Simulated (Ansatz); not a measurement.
**KTaS3: from a guess to a relaxed structure**

The calculation used Ansatz 0.2.0, DFT PBE, scalar-relativistic, plane waves, PAW. Cutoff 420 eV, Gaussian smearing, Γ-centred meshes. Cell and atoms relax first on a coarse mesh and then on a finer one. In between, the cell is made exact in the group found at 0.06 Å. In metals the finer mesh still leaves noise of several meV/atom or more. The steps can't lower the symmetry of their start. No spin polarisation in the relaxation; trial moments died out in a coarse test.

Recipe of this trial structure of KTaS3: perovskite family, tilts a0a0c+ (P4/mbm, No. 127) (A site K; B site Ta; X site S). The dimensions are guesses.

```
K Ta S
1.0
     7.05827    0.00000    0.00000
     0.00000    7.05827    0.00000
     0.00000    0.00000    4.99095
K Ta S
2 2 6
Direct
  0.00000 0.50000 0.50000
  0.50000 0.00000 0.50000
  0.50000 0.50000 0.00000
  0.00000 0.00000 0.00000
  0.78631 0.28631 0.00000
  0.71369 0.78631 0.00000
  0.50000 0.50000 0.50000
  0.21369 0.71369 0.00000
  0.28631 0.21369 0.00000
  0.00000 0.00000 0.50000
```

Energies over the elements count from the elements' standard structures at the same level, with no fitted energy shifts.

Task: Where does the relaxation end?

Result: The symmetry stays P4/mbm (No. 127). The volume per atom shrinks by 8.4 %, from 24.9 to 22.8 Å³. The shortest distance goes from 2.50 Å (Ta–S) to 2.44 Å (Ta–S). Conventional cell: a = 6.822 Å, c = 4.894 Å. K is surrounded by 4 S at 3.20 Å, 4 S at 3.41 Å and 4 S at 3.69 Å; Ta has 6 S at 2.44–2.45 Å; S on a site of symmetry m2m is surrounded by 2 Ta at 2.44 Å, 2 K at 3.20 Å, 8 S at 3.45 Å and 2 K at 3.69 Å; S on a site of symmetry 4/m has 2 Ta at 2.45 Å and 4 K at 3.41 Å.

```
K Ta S
1.0
     6.82229    0.00000    0.00000
     0.00000    6.82229    0.00000
     0.00000    0.00000    4.89439
K Ta S
2 2 6
Direct
  0.00000 0.50000 0.50000
  0.50000 0.00000 0.50000
  0.50000 0.50000 0.00000
  0.00000 0.00000 0.00000
  0.78579 0.28579 0.00000
  0.71421 0.78579 0.00000
  0.50000 0.50000 0.50000
  0.21421 0.71421 0.00000
  0.28579 0.21421 0.00000
  0.00000 0.00000 0.50000
```

Task: Give its energy and gap.

Result: The energy over the elements is −1.00 eV/atom. The gap on the 6×6×8 mesh of the 10-atom cell is 0 eV (a metal).

A negative formation energy is needed for stability but isn't enough: competing phases decide.

The last run used Gaussian smearing of 0.10 eV. Spin–orbit coupling, which can matter for Ta, is left out. The zero gap may come from the functional, which often closes small gaps. The reference form of S is held partly by dispersion forces, which this level lacks. Symmetry constrained the relaxation, so the result can be a saddle point. In all, the 3 runs took 9.2 min on 1 thread of Intel(R) Xeon(R) Processor @ 2.50GHz (Skylake/Cascade Lake) (shared host).
